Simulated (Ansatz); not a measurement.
A relaxation computed with Ansatz, from input to last step.

```yaml
crystal:
  lattice:
    - [3.7977993568, 0.0, 0.0]
    - [0.0, 3.7977993568, 0.0]
    - [0.0, 0.0, 4.7113718291]
  atoms:
    - { symbol: Sn, position: [0.5, 0.0, 0.2434679921] }
    - { symbol: Sn, position: [0.0, 0.5, 0.7565320079] }
    - { symbol: O, position: [0.0, 0.0, 0.0] }
    - { symbol: O, position: [0.5, 0.5, 0.0] }
basis:
  ecutwfc: 420
kpoints:
  mp_grid: { grid: [12, 12, 10] }
hamiltonian:
  xc: pbe
  dispersion: d3bj
scf:
  occupations: { method: gaussian, width: 0.1 }
output:
  forces: true
  stress: true
  eigenvalues: true
relax:
  adjacent_minimum: "off"
  f_tol: 0.01
  max_steps: 30
  cell: { stress_tol: 0.1, fix: [volume] }
```

```bash
ansatz run input.yaml --threads 1 --pin off --max-ram 2560MiB --backend cpu --events-out ev --progress --plain --runs-dir out
```

Theory: DFT PBE+D3(BJ), scalar-relativistic, plane waves, PAW (Ansatz 0.2.0).

The volume is held at 0.97 times that of the relaxed cell.

Of 4 frames 3 are shown, positions in Å and forces in eV/Å; the SCF threshold varies from step to step. Steps run on the plane waves of an earlier cell, with a Pulay correction in the pressure. The basis is chosen afresh for the last frame, the zero of the energies, and at times for earlier ones too; energy and pressure step there, also at an unchanged geometry.

```xyz
4
Lattice="3.7978 0.0000 0.0000 0.0000 3.7978 0.0000 0.0000 0.0000 4.7114" Properties=species:S:1:pos:R:3:forces:R:3 pbc="T T T" step=1 free_energy_over_end_meV_per_atom=2.96 pressure_GPa=2.99
Sn    1.8989    0.0000    1.1471    0.0000    0.0000    0.4087
Sn    0.0000    1.8989    3.5643    0.0000    0.0000   -0.4087
O     0.0000    0.0000    0.0000    0.0000    0.0000    0.0000
O     1.8989    1.8989    0.0000    0.0000    0.0000    0.0000
4
Lattice="3.8112 0.0000 0.0000 0.0000 3.8112 0.0000 0.0000 0.0000 4.6782" Properties=species:S:1:pos:R:3:forces:R:3 pbc="T T T" step=2 free_energy_over_end_meV_per_atom=0.94 pressure_GPa=0.53
Sn    1.9056    0.0000    1.1756    0.0000    0.0000   -0.2409
Sn    0.0000    1.9056    3.5026    0.0000    0.0000    0.2409
O     0.0000    0.0000    0.0000    0.0000    0.0000    0.0000
O     1.9056    1.9056    0.0000    0.0000    0.0000    0.0000
4
Lattice="3.8181 0.0000 0.0000 0.0000 3.8181 0.0000 0.0000 0.0000 4.6614" Properties=species:S:1:pos:R:3:forces:R:3 pbc="T T T" step=4 free_energy_over_end_meV_per_atom=0.00 pressure_GPa=1.16
Sn    1.9091    0.0000    1.1600    0.0000    0.0000   -0.0084
Sn    0.0000    1.9091    3.5014    0.0000    0.0000    0.0084
O     0.0000    0.0000    0.0000    0.0000    0.0000    0.0000
O     1.9091    1.9091    0.0000    0.0000    0.0000    0.0000
```

It took 44 s on 1 thread of Intel(R) Xeon(R) Platinum 8488C (Sapphire Rapids) (shared host), peak memory 0.54 GiB.